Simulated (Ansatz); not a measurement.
Input file for Ansatz (a quantum-chemistry and plane-wave program):

Ansatz 0.2 input:
```yaml
crystal:
  lattice:
    - [0.0, 2.3995867776, 2.3995867776]
    - [2.3995867776, 0.0, 2.3995867776]
    - [2.3995867776, 2.3995867776, 0.0]
  atoms:
    - { symbol: Ni, position: [0.0, 0.0, 0.0] }
    - { symbol: Al, position: [0.5, 0.5, 0.5] }
kpoints:
  mp_grid: { grid: [26, 26, 26] }
hamiltonian:
  xc: pbesol
  pseudopotentials: { azcp: { folder: ./paw }, kind: paw }
scf:
  occupations: { method: fermi_dirac, width: 0.1 }
elastic: { mode: relaxed_ion, stencil: two_point, amplitude: 0.005, f_tol: 0.0005 }
```

Output (shortened):

```
Pseudopotentials: kind: paw
Pseudopotential: Ni, paw, valence charge 18
Pseudopotential: Al, paw, valence charge 3
Functional definition: PBEsol
Crystal: 2 atoms, lattice volume = 27.634 Å³
Basis set: ecut = 420 eV, 537 PW (Γ), exchange–correlation on 48×48×48 points (8 copies of the dense FFT grid, shifted against one another)
Bands: 15, of which v1, the nominal top of the filled ones, is band 11 counted from 1 (10 counted from 0)
Symmetry: 48 space group operations
Space group: Fm-3m (ITA 225), of the structure as read, at distance tolerance 3.0e-5 Å
k-points: 511 of 17576
PAW frozen core: Ni, regenerated for the run's functional, and the local potential with it
PAW frozen core: Al, regenerated for the run's functional, and the local potential with it
Initial density: superposition of atomic densities (chi_scale 0.1, normalization cell, long waves kept (reshape's long-wave potential 0.00 eV rms))
Initial wavefunctions: pseudopotential atomic-orbital guess
Eigensolver: davidson
Functional: x = pbesol(κ = 0.804, μ = 0.12345679012345678), c = pbesol(β = 0.046)
all-band conjugate gradients solve this SCF's bands
SCF 1 converged in 12 iterations: F = -6329.539501 eV  dr2 = 1.57e-14
density extrapolation: transplant  |δρ|_rms = 2.540e-2 e/Å³  SAD shift = 1.385e-2 e/Å³
Crystal: 2 atoms, lattice volume = 27.496 Å³
Basis set: ecut = 420 eV, 535 PW (Γ), exchange–correlation on 48×48×48 points (8 copies of the dense FFT grid, shifted against one another)
Symmetry: 16 space group operations
k-points: 1330 of 17576
Initial density: handed on by an earlier stage of this run
Initial wavefunctions: those handed on with the density
SCF 2 converged in 7 iterations: F = -6329.538841 eV  dr2 = 1.49e-15
density extrapolation: first-order (α = -2.000)  |δρ|_rms = 2.540e-2 e/Å³  SAD shift = 1.374e-2 e/Å³
Crystal: 2 atoms, lattice volume = 27.772 Å³
SCF 3 converged in 6 iterations: F = -6329.539065 eV  dr2 = 1.38e-14
density extrapolation: transplant  |δρ|_rms = 2.540e-2 e/Å³  SAD shift = 7.833e-3 e/Å³
Crystal: 2 atoms, lattice volume = 27.634 Å³
Symmetry: 8 space group operations
k-points: 2471 of 17576
SCF 4 converged in 6 iterations: F = -6329.539564 eV  dr2 = 2.05e-14
density extrapolation: first-order (α = -2.000)  |δρ|_rms = 2.540e-2 e/Å³  SAD shift = 7.833e-3 e/Å³
Crystal: 2 atoms, lattice volume = 27.634 Å³
SCF 5 converged in 5 iterations: F = -6329.539564 eV  dr2 = 5.57e-15
SCF converged after 12 iterations
Free energy (F): -6329.539501 eV
Harris-Foulkes:  -6329.539501 eV  (|F-HF|=1.82e-12)
Internal energy: -6329.512101 eV  (E = F + TS)
E sigma→0 (E₀):  -6329.525801 eV
Entropy (-TS):   -0.027400 eV (-13.700 meV/atom)
Fermi energy:    11.339926 eV
--- Per-component energies (eV) ---
  E_band       = -383.565381
  E_kinetic    = 367.391788
  E_local      = -3924.675831  (includes V_loc(G=0)·N_el)
  E_nonlocal   = -102.212685
  E_hartree    = 2031.108391
  E_xc         = -149.560382
  E_vxc        = -174.674193  (∫ρ·V_xc dr)
  E_paw        = -2084.741417  (= ΣΔE_a)
  E_vpaw       = -611.612208  (= ΣTr[D̂ρ^β])
  E_aug_tail   = 0.000977  (compensation charges beyond the density's cutoff)
  E_ewald      = -2467.039370
  E_core_change = 0.216428  (= ΣΔE_core)
  E_smearing   = -0.027400  (= −TS)
  E_closure    = 0.000000  (closes the sum)
  Σ components = -6329.539501   (vs F -6329.539501, Δ=0.00e0)
--- Forces (eV/Å), atoms counted from 1 ---
  atom   1  Ni     0.00000000     0.00000000     0.00000000
  atom   2  Al     0.00000000     0.00000000     0.00000000
  max |Σ_I F_I| component: 0.0 eV/Å
--- Stress (GPa, compression-positive) ---
        0.117627       0.000000       0.000000
        0.000000       0.117627       0.000000
        0.000000       0.000000       0.117627
  P = ⅓ Tr σ = 0.1176 GPa (1.176 kbar)
  The stress holds the Pulay correction. Without it, at fixed plane waves, as pw.x and ABINIT print it: P = 0.0806 GPa
  The stress includes an estimate of the error left by incomplete SCF convergence (largest component  0.0000 GPa; it does not cover the PAW one-centre terms).
--- Band table (eV; the first three rows and the last of 511) ---
  k-point 0: bands = ["-91.3956", "-51.9684", "-51.9684", "-51.9684", "1.3256", "9.2058", "9.2058", "9.2058", "9.2658", "9.2658", "18.2430", "18.2430", "18.2430", "21.9449", "21.9449"]
  k-point 1: bands = ["-91.3956", "-51.9685", "-51.9684", "-51.9684", "1.3550", "9.1953", "9.2105", "9.2105", "9.2622", "9.2622", "18.0044", "18.2287", "18.2287", "21.7460", "22.0000"]
  k-point 2: bands = ["-91.3956", "-51.9687", "-51.9684", "-51.9684", "1.4432", "9.1636", "9.2104", "9.2104", "9.2660", "9.2660", "17.3804", "18.1894", "18.1894", "21.4850", "22.1555"]
  k-point 510: bands = ["-91.3953", "-51.9721", "-51.9717", "-51.9706", "6.8681", "8.0344", "8.1086", "8.7687", "10.0712", "10.6863", "10.9486", "11.2593", "12.1829", "22.0298", "22.1337"]
  band table: 15 of 15 bands, residual norms ≤ 1.0e-3 eV
--- Elastic constants: 2 strain directions × 2 members + reference (group order 48) ---
  dense FFT box of the reference and of every strained cell: 24×24×24
  strains applied: 11, 23; error gains: componentwise 1.00 (the most a stress slope's error grows in a printed constant), spectral 1.73 (1 for all six strains …
  C = ∂σ_k/∂η_j (tension-positive GPa; Voigt order 11 22 33 23 13 12):
       253.909     55.174     55.174      0.000      0.000      0.000
        55.174    253.909     55.174      0.000      0.000      0.000
        55.174     55.174    253.909      0.000      0.000      0.000
         0.000      0.000      0.000    -29.324      0.000      0.000
         0.000      0.000      0.000      0.000    -29.324      0.000
         0.000      0.000      0.000      0.000      0.000    -29.324
  reference stress σ⁰ (GPa):     -0.118     -0.118     -0.118      0.000      0.000      0.000
  moduli (Voigt/Reuss/Hill, GPa): K = 121.42/121.42/121.42   G = 22.15/-60.84/-19.34   E = -61.29   ν = 0.584
  mechanically stable: NO (min eigenvalue of sym C = -29.32 GPa)
  strain η (Voigt 11):  stress-route row diagonal C_11 = 253.91 GPa, energy-path curvature d²(F+E_count+ΔE)/dδ²/Ω₀ = 253.87 GPa
         δ    σ_11 (GPa)             F (eV)   n_scf  n_hpsi   n_pw
    -5.000e-3      -1.4270       -6329.5388414       7  348212    552   relax 0 steps, max|allowed force component| 0.0 eV/Å
     5.000e-3       1.1121       -6329.5390654       6  293164    556   relax 0 steps, max|allowed force component| 0.0 eV/Å
  strain η (Voigt 23):  stress-route row diagonal C_44 = -29.32 GPa, energy-path curvature d²(F+E_count+ΔE)/dδ²/Ω₀ = -29.27 GPa
         δ    σ_23 (GPa)             F (eV)   n_scf  n_hpsi   n_pw
    -5.000e-3       0.1466       -6329.5395638       6  601791    554   relax 0 steps, max|allowed force component| 0.0 eV/Å
     5.000e-3      -0.1466       -6329.5395638       5  528990    554   relax 0 steps, max|allowed force component| 0.0 eV/Å
```

Cost: about 6 core-minutes (a rough figure) on shared cores.

The start of the workflow was typed in or built on a structure type; neither database checked (COD, Materials Project) lists it. It is not the phase usual at ambient conditions (space group No. 221). Symmetry was held in the PBEsol relaxation. At this level the phase is mechanically unstable. No spin polarisation was allowed. As this level gives no gap, shear constants depend on the k-mesh and smearing (Fermi–Dirac, 0.1 eV here).

Potentials: the earlier of the program's two PAW sets. The files were generated under PBE; for other functionals the program regenerates the frozen cores, and for LDA and PBEsol the local potential too.

Ansatz is a plane-wave DFT program.
